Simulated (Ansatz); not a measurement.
## Run times of several calculations on SnO2 with nitrogen replacing Sn

SnO2 with nitrogen replacing Sn, cell charge +1. Cell: 36 atoms, space group Pmmm, a = 6.701 Å, b = 6.701 Å, c = 9.559 Å, α = 90.00°, β = 90.00°, γ = 90.00°.

All runs are DFT with Ansatz 0.2.0 on 1 thread of Arm Neoverse V1 (aarch64; 8 cores open to the job, memory cap 3.0 GiB, no GPU), a shared host.

Problem. Rank the runs by wall time, shortest first.
A. single point at relaxed positions, r2SCAN, 500 eV, 3×3×2 k-points, smearing 0.01 eV
B. single point, PBE, 420 eV, 3×3×2 k-points, smearing 0.01 eV
C. relaxation of the ions, PBE, 420 eV, 3×3×2 k-points, smearing 0.01 eV

Solution. B (99 s, 1.1 GiB), A (3.3 min, 1.8 GiB), C (5.3 min, 1.1 GiB).
